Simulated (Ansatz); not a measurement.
GaN:
```xyz
4
Lattice="3.1850 0.0000 0.0000 -1.5925 2.7583 0.0000 0.0000 0.0000 5.1786" Properties=species:S:1:pos:R:3 pbc="T T T"
Ga     1.5925     0.9194     2.5836
Ga     0.0000     1.8389     5.1729
N      1.5925     0.9194     4.5371
N      0.0000     1.8389     1.9477
```

Relaxed with HSE06.

Problem. Give the Bader charges and basin volumes of the independent atoms, HSE06 in the plane-wave PAW code Ansatz.

Solution. 

```json
[
 {"atom": "Ga1", "Bader charge (e)": "+1.67", "Bader volume (Å³)": "9.1"},
 {"atom": "N3", "Bader charge (e)": "-1.67", "Bader volume (Å³)": "13.6"}
]
```

Space group P6_3mc (wurtzite). The cell was relaxed with HSE06 under the symmetry of its start.

Potentials: the earlier of the program's two PAW sets. The files were generated under PBE; for other functionals the program regenerates the frozen cores, and for LDA and PBEsol the local potential too.
